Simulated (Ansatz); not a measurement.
Ba2YHO3:
Space group I4mm (No. 107); a = 4.3887 Å, b = 4.3887 Å, c = 13.5653 Å, α = 90.00°, β = 90.00°, γ = 90.00°

| atom | site | symmetry | x | y | z |
|---|---|---|---|---|---|
| Y | 2a | 4mm | 0.0000 | 0.0000 | 0.0116 |
| O | 4b | 2mm. | 0.0000 | 0.5000 | 0.4924 |
| O | 2a | 4mm | 0.0000 | 0.0000 | 0.1723 |
| H | 2a | 4mm | 0.0000 | 0.0000 | 0.8311 |
| Ba | 2a | 4mm | 0.0000 | 0.0000 | 0.3634 |
| Ba | 2a | 4mm | 0.0000 | 0.0000 | 0.6366 |
(The calculation used a cell of 7 atoms; values per cell refer to that cell.)

Relaxed with r²SCAN.

### Question
Tabulate the valence density and the electron localisation function along the shortest O–Ba contact (2.59 Å), r²SCAN in the plane-wave PAW code Ansatz.

### Answer


```
distance from O (Å)  density (e/Å³)    ELF
-------------------  --------------  -----
0.26                           6.66   0.58
0.39                           4.69   0.76
0.52                           2.83   0.83
0.65                           1.56   0.84
0.78                           0.88   0.79
0.91                           0.52   0.59
1.04                           0.34   0.28
1.17                           0.28   0.13
1.30                           0.31   0.17
1.43                           0.44   0.40
1.56                           0.67   0.69
1.69                           0.98   0.80
1.82                           1.25   0.82
1.94                           1.33   0.75
2.07                           1.16   0.45
2.20                           0.84   0.08
2.33                           0.60  -0.01
```

The density is the valence pseudo-density with augmentation charge, so density and ELF within about 1 Å of a nucleus are not all-electron values.

The start of the workflow was typed in or built on a structure type; neither database checked (COD, Materials Project) lists it. Its standing as an ambient phase is unchecked. Symmetry was held in the r²SCAN relaxation; whether a distortion lowers the energy is not shown. No spin polarisation was allowed. Scalar-relativistic: spin–orbit coupling is off unless named, which matters more the heavier the elements.

Potentials: the earlier of the program's two PAW sets. The files were generated under PBE; for other functionals the program regenerates the frozen cores, and for LDA and PBEsol the local potential too.
